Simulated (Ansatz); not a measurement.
Problem. Free-standing sheets of WP4Si2, MA2Z4 (prismatic core, outer Z over the empty site)-type layer and As, polar puckered (GeS)-type layer are relaxed with DFT-PBE in the program Ansatz with PAW potentials. Aligned at the vacuum level, what band offsets and what type of junction result?

Solution. WP4Si2: VBM -5.06, CBM -4.54 eV; As: VBM -4.65, CBM -3.81 eV. Valence offset 0.41 eV (As higher), conduction offset 0.73 eV (WP4Si2 lower): type II (staggered).

Natural alignment of Kohn–Sham levels: no interface dipole, strain or quasiparticle shift.

All cells were relaxed under the symmetry of their starts (and spin orders); stability against distortions was not tested throughout. Rows with no word on spin ran without spin polarisation. Spin–orbit coupling is left out wherever it is not named. Constructed layers (a layer type filled with these elements): WP4Si2, MA2Z4 (prismatic core, outer Z over the empty site)-type layer; As, polar puckered (GeS)-type layer.

Potentials: the later of the program's two PAW sets.

Edges and masses are those of Kohn–Sham bands, whose gap is no quasiparticle gap.
